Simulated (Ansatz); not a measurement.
**Where the states of PbF2 lie**

```
Pb F
1.0
     0.00000    2.96985    2.96985
     2.96985    0.00000    2.96985
     2.96985    2.96985    0.00000
Pb F
1 2
Direct
  0.00000 0.00000 0.00000
  0.25000 0.25000 0.25000
  0.75000 0.75000 0.75000
```

Conventional cell: a = 5.940 Å, b = 5.940 Å, c = 5.940 Å, α = 90.00°, β = 90.00°, γ = 90.00°. Pb (atom 1) has 8 F at 2.57 Å as nearest neighbours. Around F (atom 2) lie 4 Pb at 2.57 Å.

The cell comes from COD entry 9014557, which wasn't checked; take it as a given geometry.

Spin–orbit coupling is left out, though it moves levels of the heavy atoms by tenths of an eV or more.

Level of theory: DFT, LDA, all-electron LAPW, scalar-relativistic (Ansatz 0.2.0).

The runs use a Γ-centred 7×7×7 k mesh, Fermi–Dirac smearing of 0.03 eV, basis error target 0.5 meV/atom, no spin polarisation.

States per eV and cell, averaged over 0.6 eV, from -6.4 to 6.6 eV, with energies (bin centres) from the valence-band top; empty bins are left out. The partial columns, the largest 4 alone, are projections on Löwdin-orthogonalised atomic shells (those that the program's projection atoms carry: the occupied ones and, for some elements, an empty d or f shell; other empty shells have no column), summed over atoms of an element. Weights on diffuse s and p shells depend on that basis and aren't pure angular character.

| E (eV) | total | F 2p | Pb 6p | Pb 6s | F 2s |
| --- | --- | --- | --- | --- | --- |
| -6.2 | 2.42 | 0.79 | 0.01 | 1.59 | 0.03 |
| -5.6 | 0.76 | 0.19 | 0.01 | 0.53 | 0.03 |
| -5.0 | 0.15 | 0.02 | 0.00 | 0.12 | 0.01 |
| -3.8 | 0.40 | 0.32 | 0.08 | 0.00 | 0.00 |
| -3.2 | 3.93 | 3.26 | 0.62 | 0.00 | 0.02 |
| -2.6 | 4.05 | 3.60 | 0.40 | 0.00 | 0.02 |
| -2.0 | 4.86 | 4.68 | 0.11 | 0.01 | 0.01 |
| -1.4 | 3.57 | 3.51 | 0.01 | 0.02 | 0.00 |
| -0.8 | 0.52 | 0.39 | 0.01 | 0.10 | 0.01 |
| -0.2 | 2.66 | 1.81 | 0.01 | 0.81 | 0.01 |
| 4.6 | 0.48 | 0.02 | 0.39 | 0.01 | 0.04 |
| 5.2 | 2.55 | 0.31 | 1.95 | 0.07 | 0.17 |
| 5.8 | 0.29 | 0.02 | 0.23 | 0.01 | 0.01 |
| 6.4 | 0.86 | 0.12 | 0.69 | 0.00 | 0.03 |

(1) Which of the resolved shells contributes most in the top eV of the valence band?

Results:

(1) F 2p, with 69 % of all states there; Pb 6s follows with 29 %.
